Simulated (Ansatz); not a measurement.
**Property card for BeS**

BeS:
```
CELL_PARAMETERS angstrom
      3.45195     0.00000     0.00000
     -1.72598     2.98948     0.00000
      0.00000     0.00000     7.81145
ATOMIC_POSITIONS crystal
  Be 0.50000 0.00000 0.50000
  Be 0.00000 0.50000 0.16667
  Be 0.50000 0.50000 0.83333
  S  0.50000 0.00000 0.00000
  S  0.00000 0.50000 0.66667
  S  0.50000 0.50000 0.33333
```

Space group P6_222 (No. 180); conventional cell a = b = 3.452 Å, c = 7.811 Å, α = β = 90.00°, γ = 120.00°.

Method: DFT-PBE in the program Ansatz with PAW potentials. Geometry: relaxed at this level of theory. Other levels are named where they apply.

Cell and energy:

| Property | Value |
|---|---|
| Volume per atom | 13.44 Å³ |
| Density | 2.54 g/cm³ |
| Formation energy from the elements (no fitted shifts) | -72 kJ/mol of atoms |

Electronic structure:

| Quantity | Result |
|---|---|
| Band gap | 2.66 eV (indirect) |
| Valence-band maximum | on the K–Γ line, 94 % of the way from K |
| Conduction-band minimum | on the M–K line, 8 % of the way from M (6 equivalent valleys) |
| Smallest direct gap on the standard path | 3.89 eV |
| Electron effective mass | 0.28, 0.56, 0.61 mₑ (principal values) |

Mechanics:

| Item | Value |
|---|---|
| Bulk modulus (Birch–Murnaghan fit) | 99.6 GPa |
| Pressure derivative B′ | 3.8 |

A made-up cell: these elements were put on the sites of a structure type; neither database checked (COD, Materials Project) lists it. COD files the formula under space group No. 216. Whether it is the stable phase at ambient conditions was not checked. The PBE relaxation kept the symmetry of its start; whether a distortion lowers the energy is not shown. The references are the lowest solids computed at this level, not always the standard phases.

Potentials: the later of the program's two PAW sets.
